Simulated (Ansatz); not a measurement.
The elements of this relaxed trial crystal are hidden behind letters.

```
lattice vectors (Å)
   3.0293    0.0000    0.0000
  -1.5146    2.6234    0.0000
   0.0000    0.0000    7.2154
fractional positions
X 0.3333 0.6667 0.8906
X 0.0000 0.0000 0.3353
X 0.0000 0.0000 0.8353
X 0.6667 0.3333 0.3906
Z 0.6667 0.3333 0.0976
Z 0.3333 0.6667 0.5976
```

Theory: DFT PBE+D3(BJ), scalar-relativistic, plane waves, PAW (Ansatz). The final run on the 6-atom cell used 420 eV, a Γ-centred 12×12×6 mesh, 0.10 eV smearing and no spin polarisation.

| Item | Value |
| --- | --- |
| Space group | P6_3mc (No. 186) |
| Conventional cell | a = 3.029 Å, c = 7.215 Å |
| Volume per atom | 9.56 Å³ |
| Density | 12.55 g/cm³ |
| Energy over the elements | +0.29 eV/atom |
| Gap on the 12×12×6 mesh of the 6-atom cell | 0 eV (a metal) |

Energies are uncorrected and count from the elements' standard states at the same level.

Question: X is a p-block element of period 2 and Z is a d-block element of period 6. Which elements are they?

Answer: X = B, Z = Pt, so the formula is B2Pt. Density times volume gives a mean mass of 12.55 × 9.56/1.6605 = 72.3 u per atom, and this set has 72.2 u. B on its first site is surrounded by 3 B at 1.79 Å, 1 Pt at 2.11 Å and 3 Pt at 2.30 Å; B on its second site is surrounded by 3 B at 1.79 Å and 6 Pt at 2.45–2.58 Å; Pt has 1 B at 2.11 Å, 3 B at 2.30 Å, 3 B at 2.45 Å and 3 B at 2.58 Å. Other sets within the hints have nearly the same mass, so mass alone doesn't settle it; this one was computed.

These runs have no spin–orbit coupling, which can matter for Pt. Symmetry constrained the relaxation, so the result can be a saddle point.
